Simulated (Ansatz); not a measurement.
BeSe (P6_3mc), relaxed with HSE06 (Ansatz, a program for electronic structure, plane waves, PAW): a = b = 3.6339 Å, c = 11.9241 Å, α = β = 90.00°, γ = 120.00°.

| Quantity | Result |
|---|---|
| gap (eV) | 3.89 |
| B₀ by P(V) fit (GPa) | 80.7 |

Q: The same phase is relaxed and computed with PBE in the same code. What are the cell and these values now?

A: a = 3.6557 Å, b = 3.6557 Å, c = 11.9952 Å, α = 90.00°, β = 90.00°, γ = 120.00°.

* **gap (eV)**: 3.05
* **B₀ by P(V) fit (GPa)**: 75.0

Constructed cells (a structure type filled with these elements, in neither database checked): BeSe, P6_3mc (Be on 2a, Be on 2b, Se on 2a, Se on 2b). All cells were relaxed under the symmetry of their starts (and spin orders); stability against distortions was not tested throughout. Spin–orbit coupling is left out wherever it is not named.

Potentials: the later of the program's two PAW sets.

Ansatz is a plane-wave DFT program.
